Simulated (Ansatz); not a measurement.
## Sr2PrF3: computed properties

Computed with DFT PBE, scalar-relativistic, plane waves, PAW, and for the lanthanide a 4f-in-core norm-conserving potential, in Ansatz 0.2.0.

Cutoff 660 eV; k points 6×6×8 on the computed 6-atom cell (Γ-centred); Gaussian smearing, width 0.10 eV; no spin polarisation.

The structure is relaxed at this level of theory with its symmetry kept, and needn't be the ground state of this composition.

```xyz
6
Lattice="8.0173 0.0000 0.0000 0.0000 8.0173 0.0000 0.0000 0.0000 4.5800" Properties=species:S:1:pos:R:3 pbc="T T T"
Sr    0.0000    4.0087    0.0000
Sr    4.0087    0.0000    0.0000
Pr    0.0000    0.0000    0.0000
F     0.0000    0.0000    2.2900
F     0.0000    4.0087    2.2900
F     4.0087    0.0000    2.2900
```

| Item | Value |
| --- | --- |
| Space group | P4/mmm (No. 123) |
| Volume per atom | 331.1 bohr³ |
| Kohn–Sham band gap | none (metal) |
| Density of states at the Fermi level | 9.3 states/eV per cell |

Spin-orbit coupling is left out, which matters for the bands of heavy elements.

Another cell of Sr2PrF3 relaxed alike, in P4/mmm, lies 0.36 eV/atom lower, so this cell isn't the stable form at this level.

The cell was found from a structure generator's guess, not taken from experiment.

The lanthanide is trivalent by construction, without f bands, f moments or other valences.
